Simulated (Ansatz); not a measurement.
Input and command of a plane-wave DFT calculation in Ansatz:

```yaml
crystal:
  lattice:
    - [4.1328, 0.0, 0.0]
    - [0.0, 4.1328, 0.0]
    - [0.0, 0.0, 4.1328]
  atoms:
    - { symbol: Sr, position: [0.0, 0.0, 0.0] }
    - { symbol: Tl, position: [0.5, 0.5, 0.5] }
basis:
  ecutwfc: 500
kpoints:
  mp_grid: { grid: [12, 12, 12] }
hamiltonian:
  xc: r2scan
scf:
  occupations: { method: gaussian, width: 0.15 }
output:
  forces: true
  stress: true
  eigenvalues: true
```

```bash
ansatz run input.yaml --threads 1 --pin off --max-ram 2560MiB --backend cpu --events-out ev --progress --plain --runs-dir out
```

Processor: Arm Neoverse V1, 1 thread, on a host shared with other jobs.

How long does it run, and how much memory does it take?

About 14 s on 1 thread of Arm Neoverse V1 (shared host), peak memory 0.52 GiB. It solves 16 bands at 84 k points (the mesh reduced by symmetry) with about 1791 plane waves, in 7 SCF iterations.
